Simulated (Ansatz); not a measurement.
# NiO: input and output of an SCF run

The cell (4 atoms) is NiO as an experimental structure (space group Fm-3m, primitive cell doubled). The computed pressure is over 10 GPa in size, so the cell is far from the computed equilibrium volume (the chosen U may not suit it). Source: COD entry 4329323; it may be a high-temperature, high-pressure or metastable form.

Theory: DFT, PBE+U, PAW, plane waves, scalar-relativistic (Ansatz development build ahead of 0.2.0).

Input:

```yaml
crystal:
  lattice:
    - [-2.0893, -2.0893, -4.1786]
    - [2.0893, -2.0893, 0.0]
    - [-2.0893, -2.0893, 0.0]
  atoms:
    - { symbol: O, position: [0.0, 0.5, 0.5] }
    - { symbol: O, position: [0.5, 0.0, 0.5] }
    - { symbol: Ni, position: [0.0, 0.0, 0.0], spin: 2.0 }
    - { symbol: Ni, position: [0.5, 0.5, 0.0], spin: 2.0 }
magnetization:
  spin_polarized: true
hamiltonian:
  xc: pbe
  pseudopotentials: { kind: paw }
  hubbard: { sites: [{ species: Ni, l: d, u_eff: 6.2 }] }
basis:
  ecutwfc: 420
kpoints:
  mp_grid: { grid: [6, 8, 9] }
scf:
  occupations: { method: fermi_dirac, width: 0.05 }
  lower_state_search: "off"
  algorithm: density_mixing
  mixing: { spin_hold: "off" }
output:
  forces: true
  stress: true
```

Program output, abridged:

```
Warning: crystal.symmetry: narrowed to the stabiliser of the k-point mesh — unitary ops 32 → 8; excluded 24 operations that carry a point of the 6×8×9 mesh (shift [0, 0, 0]) off the mesh (the run samples exactly the mesh kpoints.mp_grid names, as under crystal.symmetry.detect: false, and its converged state has the mesh's symmetry, not the crystal's; [...]
O: projections on atomic orbitals take those of the free atom [He] 2s2 2p4, of charge +0.00 (hamiltonian.pseudopotentials.projection_atoms); the dataset's partial waves leave at most 1.9e-8 of an orbital's norm unspanned inside its sphere
Ni: projections on atomic orbitals take those of the free atom [Ne] 3s2 3p6 3d8 4s2, of charge +0.00 (hamiltonian.pseudopotentials.projection_atoms); the dataset's partial waves leave at most 1.6e-6 of an orbital's norm unspanned inside its sphere
Pseudopotentials: kind: paw
Pseudopotential: O, paw, valence charge 6, recommended cutoff 420 eV (normal), O.paw.azcp
Pseudopotential: Ni, paw, valence charge 18, recommended cutoff 420 eV (normal), Ni.paw.azcp
Functional definition: PBE
Crystal: 4 atoms, lattice volume = 36.481 Å³
Basis set: ecut = 420 eV, 681 PW (Γ), exchange–correlation on 72×40×40 points (8 copies of the dense FFT grid, shifted against one another)
Bands: 32, of which v1, the nominal top of the filled ones, is band 24 counted from 1 (23 counted from 0)
Symmetry: 8 space group operations
k-points: 140 of 432
Non-local potential: O, projectors of the file, l = 0: 2, l = 1: 2, l = 2: 1
Non-local potential: Ni, projectors of the file, l = 0: 3, l = 1: 2, l = 2: 3, l = 3: 1
Initial density: superposition of atomic densities (chi_scale 0.1, normalization cell, long waves kept (reshape's long-wave potential 0.00 eV rms))
Starting moments: Σ|m| = 4 μB on 2 of 4 sites
Initial wavefunctions: pseudopotential atomic-orbital guess
Functional: x = pbe(κ = 0.804, μ = 0.2195149727645171), c = pbe(β = 0.06672455060314922)
SCF iter   1: F=—  HF=-12811.407071 eV  |F-HF|=—  |Δ(HF+E_count)|=         —  Δρ=4.00e-1 (↑1.07e-1 ↓4.00e-1)  dr2=6.48e1  dr2_m=9.57e0  M=1.155 μB ∫|m|=1.157 μB  β_m=0.30  ethr=3.10e-3  ⟨swp⟩=5.4  Hψ=32213  notcnv=0  defer=9
preconditioner: auto → Kerker (q_TF=auto, 2.856 Å⁻¹)  [metal: Δε(μ)=0.002 eV  Ē_g=14.919 eV  σ=0.050 eV  W_gap=0.01  n_scr=14 (ndim 8)  ℏωp=34.8 eV  f_vac=0.000  D(μ)=2.95/eV (n_scr^D=36)]
spin=Collinear: Kerker preconditioning applied to the charge; magnetization (m = ρ↑ − ρ↓) channel mixes plain (no charge-response kernel on spin).
SCF iter   2: F=—  HF=-12804.938112 eV  |F-HF|=—  |Δ(HF+E_count)|=    6.47e0  Δρ=7.99e-2 (↑5.52e-2 ↓7.99e-2)  dr2=1.26e0  dr2_m=5.86e-1  M=3.483 μB ∫|m|=3.485 μB  β_m=0.29  ethr=3.10e-3  ⟨swp⟩=3.6  Hψ=23256  notcnv=0  defer=567
SCF iter   3: F=—  HF=-12805.967627 eV  |F-HF|=—  |Δ(HF+E_count)|=    1.03e0  Δρ=6.75e-2 (↑4.14e-2 ↓6.75e-2)  dr2=6.23e-1  dr2_m=5.49e-1  M=3.731 μB ∫|m|=3.736 μB  β_m=0.54  ethr=2.63e-3  ⟨swp⟩=2.4  Hψ=15757  notcnv=0  defer=609
SCF iter   4: F=—  HF=-12809.220177 eV  |F-HF|=—  |Δ(HF+E_count)|=    3.25e0  Δρ=5.73e-2 (↑1.50e-2 ↓5.73e-2)  dr2=1.00e0  dr2_m=1.82e-1  M=4.000 μB ∫|m|=4.017 μB  β_m=0.65  ethr=1.30e-3  ⟨swp⟩=2.4  Hψ=16969  notcnv=0  defer=595
SCF iter   5: F=—  HF=-12809.395832 eV  |F-HF|=—  |Δ(HF+E_count)|=   1.76e-1  Δρ=2.74e-2 (↑4.64e-3 ↓2.74e-2)  dr2=2.78e-1  dr2_m=5.03e-2  M=4.000 μB ∫|m|=4.018 μB  β_m=0.83  ethr=1.30e-3  ⟨swp⟩=2.5  Hψ=15141  notcnv=0  defer=914
SCF iter   6: F=—  HF=-12809.358186 eV  |F-HF|=—  |Δ(HF+E_count)|=   3.76e-2  Δρ=1.31e-2 (↑4.82e-3 ↓1.31e-2)  dr2=4.86e-2  dr2_m=1.92e-2  M=4.000 μB ∫|m|=4.014 μB  β_m=0.74  ethr=5.80e-4  ⟨swp⟩=2.0  Hψ=10900  notcnv=0  defer=939
SCF iter   7: F=—  HF=-12809.362084 eV  |F-HF|=—  |Δ(HF+E_count)|=   3.90e-3  Δρ=5.54e-3 (↑3.20e-3 ↓5.54e-3)  dr2=9.32e-3  dr2_m=4.73e-3  M=4.000 μB ∫|m|=4.014 μB  β_m=0.87  ethr=1.01e-4  ⟨swp⟩=2.2  Hψ=12082  notcnv=0  defer=938
SCF iter   8: F=—  HF=-12809.362678 eV  |F-HF|=—  |Δ(HF+E_count)|=   5.94e-4  Δρ=3.38e-4 (↑3.38e-4 ↓3.07e-4)  dr2=9.18e-5  dr2_m=1.30e-5  M=4.000 μB ∫|m|=4.015 μB  β_m=0.94  ethr=1.94e-5  ⟨swp⟩=2.0  Hψ=13348  notcnv=0  defer=936
SCF iter   9: F=—  HF=-12809.362726 eV  |F-HF|=—  |Δ(HF+E_count)|=   4.81e-5  Δρ=1.36e-4 (↑1.23e-4 ↓1.36e-4)  dr2=1.67e-6  dr2_m=4.47e-6  M=4.000 μB ∫|m|=4.016 μB  β_m=0.97  ethr=1.91e-7  ⟨swp⟩=2.2  Hψ=12732  notcnv=0  defer=934
SCF iter  10: F=—  HF=-12809.362739 eV  |F-HF|=—  |Δ(HF+E_count)|=   1.27e-5  Δρ=4.01e-5 (↑3.63e-5 ↓4.01e-5)  dr2=7.60e-7  dr2_m=2.62e-7  M=4.000 μB ∫|m|=4.016 μB  β_m=0.96  ethr=3.49e-9  ⟨swp⟩=2.2  Hψ=13970  notcnv=0  defer=934
iter 11 met the thresholds in force, and the SCF goes on: an eigenvalue changes by 0.33 meV, over its tolerance of 0.07 meV (output.eigenvalues, Limitations)
SCF iter  11: F=-12809.362739 eV  HF=-12809.362739 eV  |F-HF|=1.70e-8  |Δ(HF+E_count)|=   1.36e-7  Δρ=1.04e-5 (↑3.42e-6 ↓1.04e-5)  dr2=3.93e-8  dr2_m=9.92e-9  M=4.000 μB ∫|m|=4.016 μB  β_m=0.97  ethr=2.08e-10  ⟨swp⟩=3.0  Hψ=31158  notcnv=0
iter 12 met the thresholds in force, and the SCF goes on: an eigenvalue changes by 0.10 meV, over its tolerance of 0.06 meV (output.eigenvalues, Limitations)
SCF iter  12: F=-12809.362739 eV  HF=-12809.362739 eV  |F-HF|=2.02e-9  |Δ(HF+E_count)|=   1.07e-8  Δρ=4.04e-6 (↑7.86e-7 ↓4.04e-6)  dr2=4.06e-9  dr2_m=1.07e-9  M=4.000 μB ∫|m|=4.016 μB  β_m=1.00  ethr=8.18e-11  ⟨swp⟩=2.0  Hψ=24942  notcnv=0
Mixer restart at iter 12: flushing history
SCF iter  13: F=-12809.362739 eV  HF=-12809.362739 eV  |F-HF|=2.05e-8  |Δ(HF+E_count)|=   1.36e-8  Δρ=5.80e-6 (↑3.93e-6 ↓5.80e-6)  dr2=2.31e-8  dr2_m=6.49e-10  M=4.000 μB ∫|m|=4.016 μB  ethr=8.45e-12  ⟨swp⟩=1.7  Hψ=26217  notcnv=0
SCF 1 converged in 13 iterations: F = -12809.362739 eV  dr2 = 2.31e-8
  greatest PAW one-centre occupation: 1.002 electrons in one spin orbital (limit 2), on the Ni atom at site 3 (counted from 0), in its partial waves of l = 1
SCF converged after 13 iterations
an eigenvalue changed by more than its tolerance at an iteration that met the thresholds in force, so the SCF went on 2 times, its first undamped step at iteration 12: the last check found none over its tolerance
Magnetization: 4.0000 μB (26.0000 up, 22.0000 down)
Absolute magnetization: 4.0134 μB (∫|ρ↑−ρ↓|, with the PAW one-centre terms)
Spin contamination: 0.0029 ħ² per cell (⟨S²⟩ above its minimum at these occupations)
Per-site moments (μB) at R_I (Å): [(0.2036, 0.8618), (0.2036, 0.8618), (1.7215, 0.8618), (1.7215, 0.8618)]
Free energy (F): -12809.362739 eV
Harris-Foulkes:  -12809.362739 eV  (|F-HF|=2.05e-8)
Internal energy: -12809.362739 eV  (E = F + TS)
E sigma→0 (E₀):  -12809.362739 eV
Fermi energy:    14.859727 eV
--- Per-component energies (eV) ---
  E_band       = -716.444631
  E_kinetic    = 900.540412
  E_local      = -7977.880089  (includes V_loc(G=0)·N_el)
  E_nonlocal   = 1380.001438
  E_hartree    = 3276.117324
  E_xc         = -312.490831
  E_vxc        = -400.850797  (∫ρ·V_xc dr)
  E_hubbard    = 1.515607  (on-site DFT+U / exact-exchange correction)
  E_vhub       = -48.092628  (the Hubbard potential's part of the band-sum identity)
  E_paw        = -3578.162742  (= ΣΔE_a)
  E_vpaw       = -1122.413446  (= ΣTr[D̂ρ^β])
  E_aug_tail   = 0.005752  (compensation charges beyond the density's cutoff)
  E_ewald      = -6499.009609
  E_smearing   = -0.000000  (= −TS)
  E_closure    = -0.000000  (closes the sum)
  Σ components = -12809.362739   (vs F -12809.362739, Δ=0.00e0)
--- Forces (eV/Å), atoms counted from 1 ---
  atom   1  O     -0.00000000    -0.00000000    -0.00000000
  atom   2  O     -0.00000000    -0.00000000    -0.00000000
  atom   3  Ni    -0.00000000    -0.00000000     0.00000000
  atom   4  Ni     0.00000000    -0.00000000    -0.00000000
  max |Σ_I F_I| component: 9.31e-29 eV/Å
--- Stress (GPa, compression-positive) ---
       13.173197      -0.000328       0.000474
       -0.000328      13.173197       0.000474
        0.000059       0.000059      13.173057
  P = ⅓ Tr σ = 13.1732 GPa (131.732 kbar)
```

Among 16 converged runs of this cell from various starts and settings, this end is the lowest found.

A static U favours moments and orbital order; the result depends on U and need not be the measured state. The mesh has less symmetry than the lattice, which lowers the symmetry of the run.

The run took 6.2 s on 2 threads of x86-64 server CPU, with other jobs on the host, peak memory 0.64 GiB.
